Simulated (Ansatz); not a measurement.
Input:

NbP:
Space group Pm-3m (No. 221); a = b = c = 3.079 Å, α = β = γ = 90.00°

| atom | site | symmetry | x | y | z |
|---|---|---|---|---|---|
| Nb | 1a | m-3m | 0.0000 | 0.0000 | 0.0000 |
| P | 1b | m-3m | 0.5000 | 0.5000 | 0.5000 |

This is the PBEsol-relaxed structure.

Task: All from the program Ansatz at the PBEsol level (PAW), unless another level is named. Predict the Young's modulus.

Result: 322 GPa.

Task: What about the highest zone-centre frequency?

Result: 212 cm^-1.

The cell is a constructed one: a structure type filled with these elements; neither database checked (COD, Materials Project) lists it. COD files the formula under space group No. 141, so this cell is another polymorph or a model. Whether it is the stable phase at ambient conditions was not checked. The cell was relaxed with PBEsol under the symmetry of its start; of distortions, only those at the zone centre were tested. The run is not spin-polarised. As this level gives no gap, phonon frequencies hold no LO–TO term and depend on the k-mesh and smearing (Fermi–Dirac, 0.1 eV here).

Potentials: the later of the program's two PAW sets.
